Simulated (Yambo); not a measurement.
G0W0@LDA for Rb2KScF6 (space group Fm-3m, No. 225) in Yambo. Reference settings: 2×2×2 Γ-centred k mesh, bands 2 to 284 and a 7 Ry block in the screening, 284 bands in G with the Bruneval-Gonze terminator, plasmon pole fitted at 27.2 eV. The LDA gap Γ → Γ on this mesh is 6.00 eV; G0W0 gaps are taken between the same points.

The settings were changed. The gap went from 9.87 eV to 9.98 eV, and the shift of the valence edge from -2.32 eV to -2.23 eV.

Q: Which change was made?
A. 3 Ry block
B. 137 bands in W
C. no terminator
D. 186 bands in G

A: B, 137 bands in W. The others gave (gap, valence shift): 3 Ry block: 10.14, -2.70 eV; no terminator: 9.75, -2.12 eV; 186 bands in G: 9.88, -2.32 eV.

Geometry of the Materials Project entry, not relaxed at this level; primitive cell a = 6.5046 Å, b = 6.5046 Å, c = 6.5046 Å, α = 60.00°, β = 60.00°, γ = 60.00°.

The structure is a Materials Project entry; no match was found in the copy of COD used, and its stability was not checked.

A shift is the quasiparticle energy of the state minus its LDA energy.
